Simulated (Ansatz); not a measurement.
K$_{2}$Sn$_{2}$O$_{3}$:
```cif
data_K8O12Sn8
_chemical_formula_sum 'K8 Sn8 O12'
_space_group_name_H-M_alt 'I213'
_space_group_IT_number 199
_space_group_name_Hall 'I 2b 2c 3'
_cell_length_a 8.31169
_cell_length_b 8.31169
_cell_length_c 8.31169
_cell_angle_alpha 90.000
_cell_angle_beta 90.000
_cell_angle_gamma 90.000
loop_
_atom_site_label
_atom_site_type_symbol
_atom_site_symmetry_multiplicity
_atom_site_Wyckoff_symbol
_atom_site_fract_x
_atom_site_fract_y
_atom_site_fract_z
_atom_site_occupancy
K1 K 8 a 0.23972 0.23972 0.23972 1
Sn1 Sn 8 a 0.00287 0.00287 0.00287 1
O1 O 12 b 0.02295 0.50000 0.25000 1
```
(The calculation used a cell of 14 atoms; values per cell refer to that cell.)

Relaxed with PBEsol. PBEsol (plane waves, PAW; program Ansatz) gives a gap of 1.07 eV.

Problem. What gap does HSE06 give on the same cell (Ansatz, PAW)?

Solution. 1.76 eV, 0.69 eV more. The hybrid was solved on a coarser mesh and at special points; the gap given is the minimum over both.

```tsv
k	v1 PBEsol	c1 PBEsol	v1 HSE06	c1 HSE06
Γ	-1.22	1.34	___	___
H	0.00	1.12	___	___
P	-1.96	2.49	___	___
N	-1.51	1.34	-1.73	2.06
```

Problem. Top valence (v1) and lowest conduction level (c1) in eV from each method's valence maximum (which need not be a listed point): supply the withheld HSE06 values.

Solution. 
- H, v1 HSE06: 0.00
- H, c1 HSE06: 1.79
- P, v1 HSE06: -2.27
- P, c1 HSE06: 3.24
- Γ, v1 HSE06: -1.37
- Γ, c1 HSE06: 2.01

Cost on shared cores: the PBEsol run (SCF on a 5×5×5 mesh, then bands and DOS) about 7 core-minutes (a rough figure), the HSE06 run (SCF on 3×3×3, then a few points) roughly 7 core-minutes; the tasks are unlike.

Space group I2_13. The workflow started from a Materials Project entry (that database holds measured and hypothetical structures alike); the Crystallography Open Database copy checked does not list it. COD files the formula under space group No. 166. Whether it is the stable phase at ambient conditions was not checked. Symmetry was held in the PBEsol relaxation; its stability against distortions is not shown here. Spin–orbit coupling is left out wherever it is not named.

Potentials: the later of the program's two PAW sets.
